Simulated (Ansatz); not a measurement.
Ansatz (a program for electronic structure) input:

Ansatz 0.2 input:
```yaml
crystal:
  lattice:
    - [3.5362491809, 0.0, 0.0]
    - [0.0, 6.4565094866, 0.0]
    - [0.0, 0.0, 35.0]
  periodic: [true, true, false]
  atoms:
    - { symbol: Te, position: [0.75, 0.0712020871, 0.457871568] }
    - { symbol: Te, position: [0.25, 0.5796904902, 0.4414199061] }
    - { symbol: Mo, position: [0.75, 0.6810116075, 0.4973204068] }
    - { symbol: Te, position: [0.25, 0.9287979129, 0.542128432] }
    - { symbol: Te, position: [0.75, 0.4203095098, 0.5585800939] }
    - { symbol: Mo, position: [0.25, 0.3189883925, 0.5026795932] }
kpoints:
  mp_grid: { grid: [18, 10, 1] }
hamiltonian:
  xc: r2scan
  dispersion: d4
  pseudopotentials: { kind: paw }
scf:
  occupations: { method: gaussian, width: 0.05 }
relax:
  f_tol: 0.005
  max_steps: 150
output:
  eigenvalues: true
  stress: true
  write_potential: true
  volumetric_format: []
```

Output (shortened):

```
WARN output.stress: scf.convergence.dr2_threshold = 2.5e-8 eV (the default of a walk held to its f_tol) is looser than the 6e-10 eV advised for a printed …
Pseudopotential: Te, paw, valence charge 16
Pseudopotential: Mo, paw, valence charge 14
Functional definition: r2SCAN
Crystal: 6 atoms, lattice volume = 799.114 Å³
Basis set: ecut = 500 eV, 20417 PW (Γ), exchange–correlation on 108×192×1024 points (64 copies of the dense FFT grid, shifted against one another)
Bands: 56, of which v1, the nominal top of the filled ones, is band 46 counted from 1 (45 counted from 0)
Symmetry: 4 space group operations
Space group: P21/m (ITA 11), of the structure as read, at distance tolerance 9.3e-5 Å
k-points: 60 of 180
SCF iter   1: F=—  HF=-37916.799147 eV  |F-HF|=—  |Δ(HF+E_count)|=         —  Δρ=5.56e-3  dr2=7.43e-1  dr2_τ=7.02e-2  ethr=1.77e-3  ⟨swp⟩=16.2  Hψ=22053  notcnv=0  defer=35
preconditioner: auto → LDOS
SCF iter   2: F=—  HF=-37917.369940 eV  |F-HF|=—  |Δ(HF+E_count)|=   5.71e-1  Δρ=1.31e-2  dr2=5.47e0  dr2_τ=2.46e-1  ethr=8.08e-4  ⟨swp⟩=6.0  Hψ=10311  notcnv=0  defer=120  recentre
SCF iter   3: F=—  HF=-37916.795192 eV  |F-HF|=—  |Δ(HF+E_count)|=   5.75e-1  Δρ=2.20e-3  dr2=9.77e-2  dr2_τ=6.22e-4  ethr=8.08e-4  ⟨swp⟩=5.9  Hψ=8639  notcnv=0  defer=120
SCF iter   4: F=—  HF=-37916.792421 eV  |F-HF|=—  |Δ(HF+E_count)|=   2.77e-3  Δρ=3.16e-4  dr2=5.92e-4  dr2_τ=3.28e-5  ethr=1.06e-4  ⟨swp⟩=3.0  Hψ=5888  notcnv=0  defer=120
SCF iter   5: F=—  HF=-37916.792554 eV  |F-HF|=—  |Δ(HF+E_count)|=   1.32e-4  Δρ=8.14e-5  dr2=8.35e-5  dr2_τ=7.34e-6  ethr=6.44e-7  ⟨swp⟩=3.7  Hψ=7446  notcnv=0  defer=120
SCF iter   6: F=—  HF=-37916.792543 eV  |F-HF|=—  |Δ(HF+E_count)|=   1.11e-5  Δρ=2.83e-5  dr2=4.78e-6  dr2_τ=3.15e-7  ethr=9.07e-8  ⟨swp⟩=3.0  Hψ=7054  notcnv=0  defer=120
SCF iter   7: F=—  HF=-37916.792550 eV  |F-HF|=—  |Δ(HF+E_count)|=   7.16e-6  Δρ=1.08e-5  dr2=9.09e-7  dr2_τ=6.02e-8  ethr=6.79e-10  ⟨swp⟩=34.4  Hψ=41706  notcnv=0
SCF iter   8: F=-37916.792551 eV  HF=-37916.792551 eV  |F-HF|=8.32e-8  |Δ(HF+E_count)|=   8.00e-7  Δρ=3.26e-6  dr2=5.99e-8  dr2_τ=6.00e-9  ethr=6.79e-10  ⟨swp⟩=19.4  Hψ=30402  notcnv=0
SCF 1 converged in 8 iterations: F = -37916.792551 eV  dr2 = 5.99e-8
relax step   1: F+E_penalty+E_count = -37916.79255059 eV  Δ(F+E_penalty+E_count) = +0.000e0 eV  max|allowed force component| = 3.779e-1 eV/Å  Δτ_max = 0.0000 Å  (8 SCF iters, dr2 threshold 6.25e-7 eV, accepted)
Crystal: 6 atoms, lattice volume = 799.114 Å³
iter 1 solved again at ethr=1.77e-4 eV; its pass at ethr=3.10e-3 eV (dr2=1.63e-1 eV) is discarded
SCF iter   1: F=—  HF=-37916.441494 eV  |F-HF|=—  |Δ(HF+E_count)|=         —  Δρ=3.22e-3  dr2=1.76e-1  dr2_τ=3.76e-1  ethr=1.77e-4  ⟨swp⟩=2.9  Hψ=12647  notcnv=0  defer=126
preconditioner: auto → LDOS
SCF iter   2: F=—  HF=-37916.837303 eV  |F-HF|=—  |Δ(HF+E_count)|=   3.96e-1  Δρ=6.34e-3  dr2=1.08e0  dr2_τ=5.60e-2  ethr=1.77e-4  ⟨swp⟩=4.3  Hψ=8339  notcnv=0  defer=126  recentre
SCF iter   3: F=—  HF=-37916.709890 eV  |F-HF|=—  |Δ(HF+E_count)|=   1.27e-1  Δρ=1.65e-3  dr2=4.74e-2  dr2_τ=3.94e-4  ethr=1.77e-4  ⟨swp⟩=4.0  Hψ=7343  notcnv=0  defer=126
SCF iter   4: F=—  HF=-37916.706954 eV  |F-HF|=—  |Δ(HF+E_count)|=   2.94e-3  Δρ=3.44e-4  dr2=7.05e-4  dr2_τ=6.13e-5  ethr=5.15e-5  ⟨swp⟩=2.3  Hψ=4655  notcnv=0  defer=126
SCF iter   5: F=—  HF=-37916.707276 eV  |F-HF|=—  |Δ(HF+E_count)|=   3.21e-4  Δρ=1.08e-4  dr2=7.10e-5  dr2_τ=1.29e-5  ethr=7.67e-7  ⟨swp⟩=3.9  Hψ=7762  notcnv=0  defer=126
SCF iter   6: F=—  HF=-37916.707278 eV  |F-HF|=—  |Δ(HF+E_count)|=   2.39e-6  Δρ=3.62e-5  dr2=9.16e-6  dr2_τ=6.58e-7  ethr=7.72e-8  ⟨swp⟩=3.1  Hψ=7019  notcnv=0  defer=126
SCF iter   7: F=-37916.707280 eV  HF=-37916.707280 eV  |F-HF|=2.24e-7  |Δ(HF+E_count)|=   2.17e-6  Δρ=1.17e-5  dr2=1.20e-6  dr2_τ=7.27e-8  ethr=9.70e-9  ⟨swp⟩=36.0  Hψ=44650  notcnv=0
SCF 2 converged in 7 iterations: F = -37916.707280 eV  dr2 = 1.20e-6
  Residual-converged pass: ⟨swp⟩=1.0  Hψ=3600  notcnv=0  max |occ|·‖R‖ = 7.0e-9 eV (tolerance 1.0e-8 eV)  dr2=1.20e-6  dr2_τ=7.27e-8  dr2_onsite=6.93e-8  max |Δocc| = 3.9e-13
relax step   2: F+E_penalty+E_count = -37916.70728022 eV  Δ(F+E_penalty+E_count) = +8.527e-2 eV  max|allowed force component| = 1.001e0 eV/Å  Δτ_max = 0.1035 Å  (7 SCF iters, dr2 threshold 8.92e-6 eV, rejected (line search))
Crystal: 6 atoms, lattice volume = 799.114 Å³
SCF iter   1: F=—  HF=-37916.730903 eV  |F-HF|=—  |Δ(HF+E_count)|=         —  Δρ=2.11e-3  dr2=6.89e-2  dr2_τ=2.17e-1  ethr=9.71e-4  ⟨swp⟩=4.7  Hψ=7175  notcnv=0  defer=123
preconditioner: auto → LDOS
SCF iter   2: F=—  HF=-37916.852740 eV  |F-HF|=—  |Δ(HF+E_count)|=   1.22e-1  Δρ=3.75e-3  dr2=3.82e-1  dr2_τ=1.99e-2  ethr=7.49e-5  ⟨swp⟩=4.0  Hψ=8433  notcnv=0  defer=120
SCF iter   3: F=—  HF=-37916.815763 eV  |F-HF|=—  |Δ(HF+E_count)|=   3.70e-2  Δρ=1.13e-3  dr2=4.57e-2  dr2_τ=1.18e-3  ethr=7.49e-5  ⟨swp⟩=4.5  Hψ=7474  notcnv=0  defer=120
SCF iter   4: F=—  HF=-37916.810778 eV  |F-HF|=—  |Δ(HF+E_count)|=   4.99e-3  Δρ=2.98e-4  dr2=1.37e-3  dr2_τ=3.22e-5  ethr=4.97e-5  ⟨swp⟩=2.6  Hψ=4830  notcnv=0  defer=120
SCF iter   5: F=—  HF=-37916.810302 eV  |F-HF|=—  |Δ(HF+E_count)|=   4.76e-4  Δρ=7.94e-5  dr2=2.62e-4  dr2_τ=4.19e-6  ethr=1.49e-6  ⟨swp⟩=4.9  Hψ=7784  notcnv=0  defer=120
SCF iter   6: F=—  HF=-37916.810256 eV  |F-HF|=—  |Δ(HF+E_count)|=   4.64e-5  Δρ=2.72e-5  dr2=2.15e-5  dr2_τ=2.64e-7  ethr=2.85e-7  ⟨swp⟩=2.6  Hψ=4586  notcnv=0  defer=120
SCF iter   7: F=—  HF=-37916.810273 eV  |F-HF|=—  |Δ(HF+E_count)|=   1.75e-5  Δρ=1.02e-5  dr2=2.16e-6  dr2_τ=4.92e-8  ethr=2.34e-8  ⟨swp⟩=3.4  Hψ=6843  notcnv=0  defer=120
SCF iter   8: F=-37916.810273 eV  HF=-37916.810273 eV  |F-HF|=1.67e-8  |Δ(HF+E_count)|=   7.10e-8  Δρ=3.10e-6  dr2=7.99e-8  dr2_τ=5.28e-9  ethr=1.09e-10  ⟨swp⟩=30.4  Hψ=39706  notcnv=0
SCF 3 converged in 8 iterations: F = -37916.810273 eV  dr2 = 7.99e-8
relax step   3: F+E_penalty+E_count = -37916.81027334 eV  Δ(F+E_penalty+E_count) = -1.772e-2 eV  max|allowed force component| = 1.472e-2 eV/Å  Δτ_max = 0.0291 Å  (8 SCF iters, dr2 threshold 1.00e-7 eV, accepted)
Crystal: 6 atoms, lattice volume = 799.114 Å³
SCF iter   1: F=—  HF=-37916.810242 eV  |F-HF|=—  |Δ(HF+E_count)|=         —  Δρ=2.97e-5  dr2=7.29e-6  dr2_τ=7.32e-5  ethr=2.12e-7  ⟨swp⟩=2.0  Hψ=5371  notcnv=0  defer=75
preconditioner: auto → LDOS
SCF iter   2: F=—  HF=-37916.810309 eV  |F-HF|=—  |Δ(HF+E_count)|=   6.74e-5  Δρ=3.49e-5  dr2=2.55e-5  dr2_τ=1.66e-6  ethr=7.92e-9  ⟨swp⟩=3.4  Hψ=7708  notcnv=0  defer=75
SCF iter   3: F=—  HF=-37916.810307 eV  |F-HF|=—  |Δ(HF+E_count)|=   2.02e-6  Δρ=1.74e-5  dr2=1.01e-5  dr2_τ=3.41e-7  ethr=7.92e-9  ⟨swp⟩=3.0  Hψ=5469  notcnv=0  defer=75
SCF iter   4: F=—  HF=-37916.810306 eV  |F-HF|=—  |Δ(HF+E_count)|=   1.06e-6  Δρ=5.50e-6  dr2=5.44e-7  dr2_τ=4.17e-9  ethr=7.92e-9  ⟨swp⟩=2.1  Hψ=3993  notcnv=0  defer=75
SCF iter   5: F=-37916.810306 eV  HF=-37916.810306 eV  |F-HF|=9.94e-9  |Δ(HF+E_count)|=   3.93e-8  Δρ=1.04e-6  dr2=1.81e-8  dr2_τ=9.21e-10  ethr=2.72e-11  ⟨swp⟩=20.2  Hψ=34440  notcnv=0
SCF 4 converged in 5 iterations: F = -37916.810306 eV  dr2 = 1.81e-8
relax step   4: F+E_penalty+E_count = -37916.81030612 eV  Δ(F+E_penalty+E_count) = -3.278e-5 eV  max|allowed force component| = 4.223e-3 eV/Å  Δτ_max = 0.0014 Å  (5 SCF iters, accepted)
Crystal: 6 atoms, lattice volume = 799.114 Å³
iter 1 solved again at ethr=1.97e-11 eV; its pass at ethr=3.10e-3 eV (dr2=1.81e-8 eV) is discarded
SCF iter   1: F=—  HF=-37916.810306 eV  |F-HF|=—  |Δ(HF+E_count)|=         —  Δρ=1.04e-6  dr2=1.81e-8  dr2_τ=9.21e-10  ethr=1.97e-11  ⟨swp⟩=1.0  Hψ=9169  notcnv=0
preconditioner: auto → LDOS
SCF iter   2: F=—  HF=-37916.810306 eV  |F-HF|=—  |Δ(HF+E_count)|=   1.90e-8  Δρ=1.99e-6  dr2=1.42e-7  dr2_τ=4.31e-9  ethr=1.96e-11  ⟨swp⟩=15.6  Hψ=29150  notcnv=0  recentre
SCF iter   3: F=-37916.810306 eV  HF=-37916.810306 eV  |F-HF|=1.64e-9  |Δ(HF+E_count)|=   1.71e-8  Δρ=3.20e-7  dr2=2.14e-9  dr2_τ=1.57e-10  ethr=1.96e-11  ⟨swp⟩=12.2  Hψ=26209  notcnv=0
SCF 5 converged in 3 iterations: F = -37916.810306 eV  dr2 = 2.14e-9
WARN: The output density's exchange-correlation potential varies sharply where the density is thin …
the relaxation is at rest under the 4 symmetry operations that the run kept from its start: a minimum is not shown …
SCF converged after 3 iterations
Stability not checked: this state was not tested for a lower state beside it, because too few of the mixer's solves of this state at the end of the SCF gave a …
Free energy (F): -37916.810306 eV
Harris-Foulkes:  -37916.810306 eV  (|F-HF|=1.64e-9)
Internal energy: -37916.809232 eV  (E = F + TS)
E sigma→0 (E₀):  -37916.809769 eV
Entropy (-TS):   -0.001074 eV (-0.179 meV/atom)
Fermi energy:    -4.820731 eV
--- Per-component energies (eV) ---
  E_band       = -2806.189466
  E_kinetic    = 1600.316351
  E_local      = -240293.809818  (includes V_loc(G=0)·N_el)
  E_nonlocal   = -954.795872
  E_hartree    = 119797.540358
  E_xc         = -816.328689
  E_vxc        = -957.222508  (∫ρ·V_xc dr)
  E_paw        = -25181.849572  (= ΣΔE_a)
  E_vpaw       = -1857.143350  (= ΣTr[D̂ρ^β])
  E_aug_tail   = -0.000151  (compensation charges beyond the density's cutoff)
  E_vtau       = 61.393430  (kinetic-family band-sum trace: ∫τ·v_τ [+ j·A + Jᵃ·Aᵃ] dr)
  E_ewald      = 107932.145972
  E_disp       = -0.724825  (pairwise vdW)
  E_core_change = 0.697015  (= ΣΔE_core)
  E_smearing   = -0.001074  (= −TS)
  E_closure    =  0.000000  (closes the sum)
  Σ components = -37916.810306   (vs F -37916.810306, Δ=0.00e0)
  [band-id]    e_kinetic+e_local+e_nonlocal+2·e_hartree+e_vxc+e_vpaw+e_augmentation_tail+e_vtau = -2806.181202   (vs E_band -2806.189466, Δ=8.26e-3)
--- Forces (eV/Å), atoms counted from 1 ---
  atom   1  Te     0.00000000     0.00362048     0.00223412
  atom   2  Te     0.00000000     0.00035870    -0.00353439
  atom   3  Mo     0.00000000     0.00425053     0.00187161
  atom   4  Te     0.00000000    -0.00362048    -0.00223412
  atom   5  Te     0.00000000    -0.00035870     0.00353439
  atom   6  Mo     0.00000000    -0.00425053    -0.00187161
  max |Σ_I F_I| component: 2.17e-19 eV/Å
--- 2D stress c σ (N/m, compression-positive) ---
       -1.980884       0.000000       0.000000
        0.000000      -2.566162       0.000000
        0.000000       0.000000       0.000000
  P = ½ c Tr σ = -2.2735 N/m
--- Band table (eV; the first three rows and the last of 60) ---
  k-point 0: bands = ["-67.8464", "-67.7922", "-42.5891", "-42.5770", "-42.5730", "-42.5716", "-42.5386", "-42.5293", "-42.5193", "-42.5002", "-42.4890", "-42.4845", "-42.4093", "-42.4052", "-42.3981", "-42.3951", "-42.3439", "-42.3301", "-42.2979", …
  k-point 1: bands = ["-67.8464", "-67.7922", "-42.5891", "-42.5770", "-42.5731", "-42.5715", "-42.5386", "-42.5293", "-42.5194", "-42.5002", "-42.4891", "-42.4845", "-42.4093", "-42.4053", "-42.3981", "-42.3951", "-42.3439", "-42.3301", "-42.2981", …
  k-point 2: bands = ["-67.8464", "-67.7922", "-42.5890", "-42.5770", "-42.5732", "-42.5713", "-42.5385", "-42.5294", "-42.5195", "-42.5002", "-42.4892", "-42.4845", "-42.4094", "-42.4053", "-42.3982", "-42.3951", "-42.3439", "-42.3302", "-42.2987", …
  k-point 59: bands = ["-67.8145", "-67.8145", "-42.5873", "-42.5873", "-42.5565", "-42.5565", "-42.5437", "-42.5437", "-42.5087", "-42.5087", "-42.4900", "-42.4900", "-42.4067", "-42.4067", "-42.3865", "-42.3865", "-42.3443", "-42.3443", "-42.2926", …
  ° read free of the cell's end (the report's vacuum.weakly_bound_levels)
--- Relaxed structure (4 steps of the walk, 3 accepted, 0 SCFs on fresh bases) ---
  F+E_penalty+E_count = -37916.81030612 eV   max|allowed force component| = 4.223e-3 eV/Å
  cell:  # Å, volume = 799.1139 Å³
    - [3.5362491809, 0.0, 0.0]
    - [0.0, 6.4565094866, 0.0]
    - [0.0, 0.0, 35.0]
  atoms:
    - { symbol: Te, position: [0.7499999999999999, 0.07210949382171429, 0.4587248172088291] }
    - { symbol: Te, position: [0.25, 0.5799849157067962, 0.442132706369891] }
    - { symbol: Mo, position: [0.7499999999999999, 0.6808735379569424, 0.4972740588247998] }
    - { symbol: Te, position: [0.25, 0.9278905061782858, 0.5412751827911708] }
    - { symbol: Te, position: [0.7499999999999999, 0.42001508429320383, 0.557867293630109] }
    - { symbol: Mo, position: [0.25, 0.3191264620430577, 0.5027259411752002] }
```

Cost: roughly 40 core-minutes on shared cores.

This run is a variant of the relaxed cell: strain +2 % along x, +2 % along y, atoms relaxed.

A layer that has been made, often on a substrate. The strained cell keeps its size and symmetry.

Potentials: the later of the program's two PAW sets.

Ansatz is a plane-wave DFT program.
